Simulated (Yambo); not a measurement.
G0W0@LDA for AgI (wurtzite, space group P6_3mc, No. 186) in Yambo. Reference settings: 3×3×2 Γ-centred k mesh, bands 9 to 204 and a 7 Ry block in the screening, 204 bands in G with the Bruneval-Gonze terminator, plasmon pole fitted at 27.2 eV. The LDA gap Γ → Γ on this mesh is 1.09 eV; G0W0 gaps are taken between the same points.

Gap (Γ → Γ) in eV against the number of bands and the screening block, terminator on:

| bands (W and G) | 2 Ry | 3 Ry | 4 Ry | 6 Ry | 7 Ry |
|---|---|---|---|---|---|
| 52 | 2.661 | 2.589 | 2.578 | 2.580 | 2.583 |
| 78 | 2.497 | 2.438 | 2.441 | 2.466 | 2.474 |
| 115 | 2.402 | 2.335 | 2.344 | 2.379 | 2.390 |
| 159 | 2.365 | 2.291 | 2.301 | 2.344 | 2.357 |
| 204 | 2.351 | 2.276 | 2.287 | 2.336 | 2.351 |

Rough cost of the Yambo step against the reference (shared machines):

```json
[
 {"bands (W and G)": "52", "2 Ry": "1/7", "3 Ry": "1/7", "4 Ry": "1/7", "6 Ry": "1/6", "7 Ry": "1/5"},
 {"bands (W and G)": "78", "2 Ry": "1/5", "3 Ry": "1/5", "4 Ry": "1/4", "6 Ry": "1/3", "7 Ry": "1/3"},
 {"bands (W and G)": "115", "2 Ry": "1/3", "3 Ry": "1/3", "4 Ry": "1/3", "6 Ry": "~1", "7 Ry": "1/2"},
 {"bands (W and G)": "159", "2 Ry": "1/2", "3 Ry": "1/2", "4 Ry": "~1", "6 Ry": "~1", "7 Ry": "~1"},
 {"bands (W and G)": "204", "2 Ry": "~1", "3 Ry": "~1", "4 Ry": "~1", "6 Ry": "~1", "7 Ry": "1"}
]
```

At the largest block the last step in bands moves the gap by -0.006 eV; at the most bands the last step in the block moves it by 0.015 eV.

Without spin-orbit coupling, band edges of such heavy elements can be off by tenths of an eV.

Geometry relaxed with LDA; primitive cell a = b = 4.482 Å, c = 7.334 Å, α = β = 90.00°, γ = 120.00°.
